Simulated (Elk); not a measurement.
An Elk run on GaCo with settings drawn from a wide range, so not all are converged; totals and levels move with the basis, and no second program has checked them. The calculation used Elk 11.2.3 with local patches, DFT, AM05, all-electron APW+lo, Dirac cores, scalar-relativistic bands with second-variational spin-orbit coupling. Elk's input is in atomic units.

Command: `OMP_NUM_THREADS=1 elk` The run took 0.02 s on 1 thread of Arm Neoverse V1, with other jobs on the host, peak memory 0.04 GiB.

```
tasks
  0
  110
  115
  15
  195

xctype
  30

rgkmax
  6.5

gmaxvr
  16

lmaxapw
  12

lmaxo
  6

lmaxi
  2

nrmtscf
  2

nempty
  12

epspot
  1e-06

epsengy
  0.0001

maxscl
  100

swidth
  0.002

stype
  3

lradstp
  2

mixtype
  1

hmaxvr
  6

reducebf
  0.5

spinpol
  .true.

cmagz
  .true.

tforce
  .true.

spinorb
  .true.

sppath
  './'

avec
  5.36512775205 0.00000000000 0.00000000000
  0.00000000000 5.36512775205 0.00000000000
  0.00000000000 0.00000000000 5.36512775205

atoms
  2
  'Ga.in'
  1
  0.500000000000 0.500000000000 0.500000000000   0.000 0.000 0.000
  'Co.in'
  1
  0.000000000000 0.000000000000 0.000000000000   0.000 0.000 -0.200

ngridk
  9 9 9
```

Muffin-tin radii in the species files: Co 2.16, Ga 2.16 bohr.

The geometry is COD entry 1540151, unchecked; take it as a test cell. The listed cell was then made from it by scaling, straining or moving an atom.

Task: What does the run give?

Result: It refused before any iteration.
```
Error(init0): requested spin-polarised run with spin-unpolarised
 exchange-correlation functional
```
